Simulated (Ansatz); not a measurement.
**W3O: zone-centre modes**

Computed with Ansatz, DFT PBE, scalar-relativistic, plane waves, PAW. The runs took a 420 eV cutoff, a Γ-centred 8×8×8 mesh and Gaussian smearing (0.15 eV). Spin–orbit coupling is left out, which can shift energies with elements as heavy as these. No spin polarisation.

Reference structure (relaxed at this level; it needn't be the usual structure):

```
W O
1.0
     4.88450    0.00000    0.00000
     0.00000    4.88450    0.00000
     0.00000    0.00000    4.88450
W O
6 2
Direct
  0.50000 0.75000 0.00000
  0.00000 0.50000 0.75000
  0.25000 0.00000 0.50000
  0.50000 0.25000 0.00000
  0.00000 0.50000 0.25000
  0.75000 0.00000 0.50000
  0.50000 0.50000 0.50000
  0.00000 0.00000 0.00000
```

Harmonic modes by finite displacements of 0.02 Å, without the LO–TO term.

(1) At this geometry, is the structure stable against these modes?

(2) List the wavenumbers in cm⁻¹.

Results:

(1) No: 12 modes are unstable, the strongest at 290i cm⁻¹.

(2) 290i, 290i, 290i, 273i, 273i, 273i, 56i, 56i, 56i, 56i, 56i, 56i, 0, 0, 0, 50, 50, 50, 112, 112, 112, 223, 240, 240.

Cost: 1 run of about 6.3 core-minutes, on Intel Xeon Processor @ 2.50GHz (Skylake/Cascade Lake) (shared hosts).